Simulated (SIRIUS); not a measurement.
Worked example: self-consistent single point of Ag (P1, 8 atoms in the cell; from Materials Project mp-8566, changed as shown) in SIRIUS.

All values come from this method and carry its errors: PBEsol, PseudoDojo 0.4 standard norm-conserving PBEsol (tails mended) pseudopotentials (plane waves; SIRIUS 7.12.0).

The change in words: atoms moved at random. Reference geometry (P6_3/mmc):
```
CELL_PARAMETERS angstrom
      2.96993     0.00000     0.00000
      0.00000     5.14408     0.00000
      0.00000     0.00000     9.65488
ATOMIC_POSITIONS crystal
  Ag 0.00000 0.00000 0.00000
  Ag 0.00000 0.00000 0.50000
  Ag 0.00000 0.33333 0.25000
  Ag 0.50000 0.16667 0.75000
  Ag 0.50000 0.50000 0.00000
  Ag 0.50000 0.50000 0.50000
  Ag 0.50000 0.83333 0.25000
  Ag 0.00000 0.66667 0.75000
```

Reference input (self-consistent single point, DFT, PBEsol, plane waves, PseudoDojo 0.4 standard norm-conserving PBEsol (tails mended) pseudopotentials): parameters.ngridk = 6 4 2; parameters.xc_functionals = [XC_GGA_X_PBE_SOL, XC_GGA_C_PBE_SOL]; parameters.gk_cutoff = 9.055 1/bohr; parameters.pw_cutoff = 18.111 1/bohr; parameters.smearing = fermi_dirac; parameters.smearing_width = 0.00367493 Ha; potentials = PseudoDojo 0.4 standard norm-conserving PBEsol (tails mended) pseudopotentials; parameters.electronic_structure_method = pseudopotential; parameters.num_bands = 91; parameters.num_mag_dims = 0; parameters.num_dft_iter = 100; parameters.energy_tol = 1e-07 Ha. This run's input differs from it in these lines:

```diff
@@ -43,10 +43,10 @@
       "Ag": [
-        [0.0, 0.0, 0.0],
-        [0.0, 0.0, 0.5],
-        [0.0, 0.333333, 0.25],
-        [0.5, 0.166667, 0.75],
-        [0.5, 0.5, 0.0],
-        [0.5, 0.5, 0.5],
-        [0.5, 0.833333, 0.25],
-        [0.0, 0.666667, 0.75]
+        [-0.00833, -0.004478, -0.006198],
+        [-0.018356, 0.007404, 0.502744],
+        [-0.010626, 0.332798, 0.250598],
+        [0.505822, 0.165701, 0.751444],
+        [0.513812, 0.498216, -0.001547],
+        [0.509281, 0.495949, 0.499691],
+        [0.514995, 0.83398, 0.253135],
+        [-0.006597, 0.67043, 0.750134]
       ]
```

Log, with long lists cut:

```
[find] density tolerance         : 1e-06
[find] total energy tolerance    : 1e-07
[find] iter_solver_tol (initial) : 0.01
[find] iter_solver_tol (target)  : 1e-13
[find] num_dft_iter              : 100
Charges and magnetic moments
--------------------------------------------------------------------------------
total charge          : 152.000000
[find] | SCF iteration   0 out of 100|
[diagonalize] iterative solver tolerance (occupied, empty): 0.01 0.01
[diagonalize] average number of iterations: 3
[find] Charges and magnetic moments
[find] total charge          : 152.000000
[find] Energy
   [... lines left out ...]

[find] Charges and magnetic moments
[find] total charge          : 152.000000
[find] Energy
[find] smearing (-TS)                 :      -0.00268226
[find] Total energy                   :   -1239.16495899 (Ha),   -2478.32991797 (Ry)
[find] Free energy (E-TS)             :   -1239.16764124 (Ha),   -2478.33528249 (Ry)
[find] band gap (eV)                  :       0.00000000
[find] Efermi                         :       0.57262399
[find] iteration : 18, RMS (target) : 7.5732e-07 (1.0000e-06) , energy difference (target) : -1.2828e-09 (1.0000e-07)
[find] bands are converged : true
[find] iterative solver converged : false
[find] converged after 19 SCF iterations!
[find] Charges and magnetic moments
[find] total charge          : 152.000000
[find] Energy
[find] smearing (-TS)                 :      -0.00268226
[find] Total energy                   :   -1239.16495899 (Ha),   -2478.32991797 (Ry)
[find] Free energy (E-TS)             :   -1239.16764124 (Ha),   -2478.33528249 (Ry)
[find] band gap (eV)                  :       0.00000000
[find] Efermi                         :       0.57262399
[ground_state] === stress tensor components [kbar] ===
[ground_state] === stress_total ===
[ground_state]    75.686862    0.506396   -0.028381
[ground_state]     0.506396  104.516640   -0.150065
[ground_state]    -0.028381   -0.150065   88.752007
[ground_state] ==== total Forces in Ha/bohr =====
   [... lines left out ...]
[ground_state] atom:    3, force:      -0.0018051      0.0019405     -0.0014164
[ground_state] atom:    4, force:      -0.0021654     -0.0002197      0.0017157
[ground_state] atom:    5, force:      -0.0023006      0.0029716      0.0009037
[ground_state] atom:    6, force:      -0.0023922     -0.0000251     -0.0021359
[ground_state] atom:    7, force:       0.0015232     -0.0022241     -0.0017700
```

The run converged in 19 iterations. SIRIUS prints the stress tensor with tension positive. Against the reference run the free energy goes up by 4.3 meV/atom, the pressure goes from -9.16 to -8.97 GPa and the largest force goes from 0.001 to 0.303 eV/Å.

The structure comes from a collection of computed structures, made at another level of theory; the collection holds predicted forms beside known ones. Its lattice was then scaled. No clean gap shows at this smearing width and mesh (spacing up to 0.35 Å⁻¹); the mesh is coarse for partly filled bands, so the values carry mesh errors.

Cost on one core: roughly 10 core-minutes.

“Tails mended”: in these copies of the files the far tail of each local potential was reset to the Coulomb form.
